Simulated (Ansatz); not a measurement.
**Question.** Name crystals whose computed values (r²SCAN (plane waves, PAW; program Ansatz)) fall in these windows: gap (eV) 0.94 to 1.4; B₀ by P(V) fit (GPa) 140 to 180.

**Answer.** 

| crystal | gap (eV) | B₀ by P(V) fit (GPa) |
|---|---|---|
| Ba2InOsO6, Fm-3m (Ba on 8c, In on 4b, Os on 4a, O on 24e) | 1.17 | 161 |
| SbOsSe, P2_1/c (Sb on 4e, Os on 4e, Se on 4e) | 1.24 | 146 |
| ZnO, wurtzite | 1.24 | 150 |
| BAs, zinc blende | 1.37 | 141 |
Others may fit too.

Spin orders computed, not proven ground states: Ba2InOsO6, Fm-3m (Ba on 8c, In on 4b, Os on 4a, O on 24e) antiferromagnetic. Standing as an ambient phase not checked: Ba2InOsO6, Fm-3m (Ba on 8c, In on 4b, Os on 4a, O on 24e); SbOsSe, P2_1/c (Sb on 4e, Os on 4e, Se on 4e). All cells were relaxed under the symmetry of their starts (and spin orders); stability against distortions was not tested throughout. Rows with no word on spin ran without spin polarisation. Scalar-relativistic: spin–orbit coupling is off unless named, which matters more the heavier the elements.

Potentials: the later of the program's two PAW sets.
